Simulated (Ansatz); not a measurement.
**Data sheet: AlN (DFT)**

AlN:
```xyz
12
Lattice="5.3717 0.0000 0.0000 0.0000 5.3717 0.0000 0.0000 0.0000 5.3717" Properties=species:S:1:pos:R:3 pbc="T T T"
Al     1.3429     2.6858     0.0000
Al     4.0287     2.6858     0.0000
Al     0.0000     1.3429     2.6858
Al     0.0000     4.0287     2.6858
Al     2.6858     0.0000     1.3429
Al     2.6858     0.0000     4.0287
N      2.6858     1.3429     0.0000
N      2.6858     4.0287     0.0000
N      0.0000     2.6858     1.3429
N      0.0000     2.6858     4.0287
N      1.3429     0.0000     2.6858
N      4.0287     0.0000     2.6858
```

Space group Pm-3n (No. 223); conventional cell a = b = c = 5.372 Å, α = β = γ = 90.00°.

Method: the program Ansatz at the PBE level (PAW). The cell and atoms are relaxed at this level. Other levels are named where they apply.

Cell and energy:

- Volume per atom = 12.92 Å³
- Density = 2.63 g/cm³
- Formation energy from the elements (no fitted shifts) = -1.25 eV/atom

Electronic structure:

- Band gap = 2.64 eV (direct)
- Valence-band maximum = at Γ
- Conduction-band minimum = at Γ
- Electron effective mass = 0.33 mₑ (isotropic)
- Hole effective mass, band 1 of 3 at the edge = 27 along [100], 27 along [110], 0.89 along [111] (mₑ)
- Hole effective mass, band 2 of 3 at the edge = 27 along [100], 0.60 along [110], 0.89 along [111] (mₑ)
- Hole effective mass, band 3 of 3 at the edge = 0.25 along [100], 0.44 along [110], 0.57 along [111] (mₑ)

Mechanics:

- Bulk modulus (Birch–Murnaghan fit) = 156 GPa
- Pressure derivative B′ = 3.9

The start of the workflow was typed in or built on a structure type; neither database checked (COD, Materials Project) lists it. It is not the phase usual at ambient conditions (space group No. 186, 216). The cell was relaxed with PBE under the symmetry of its start; whether a distortion lowers the energy is not shown. The references are the lowest solids computed at this level, not always the standard phases (solids in place of the gases).

Potentials: the earlier of the program's two PAW sets.
